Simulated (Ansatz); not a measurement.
YSb: computed property card

YSb (rock salt, Fm-3m), a = b = c = 6.2097 Å, α = β = γ = 90.00°; the cell used has 2 atoms.

Space group Fm-3m (No. 225), rock salt; conventional cell a = b = c = 6.210 Å, α = β = γ = 90.00°.

Method: r²SCAN (plane waves, PAW; program Ansatz). Geometry: relaxed at this level of theory. Other levels are named where they apply.

### Cell and energy

```
Quantity                                                       Value
-----------------------------------------------------  -------------
Volume per atom                                             29.93 Å³
Density                                                   5.84 g/cm³
Formation energy from the elements (no fitted shifts)  -1.42 eV/atom
```

### Electronic structure

```
Property                                                                    Result
------------------------------------  --------------------------------------------
Electronic character                                             metallic (no gap)
Density of states at the Fermi level  0.10 states/eV per atom (mean over ±0.08 eV)
Gap with spin–orbit coupling                                       none (metallic)
```

### Mechanics

```
Property                               Value
----------------------------------  --------
Bulk modulus (Birch–Murnaghan fit)  63.5 GPa
Pressure derivative B′                   3.9
```

### Charges

```
Item                         Value
-------------  -------------------
Bader charges  Sb -1.75, Y +1.75 e
```

The workflow started from an entry of the Crystallography Open Database (COD). Its standing as an ambient phase is unchecked. The cell was relaxed with r²SCAN under the symmetry of its start; whether a distortion lowers the energy is not shown. No spin polarisation was allowed. The references are the lowest solids computed at this level, not always the standard phases. Spin–orbit coupling is left out wherever it is not named.

Potentials: the later of the program's two PAW sets.
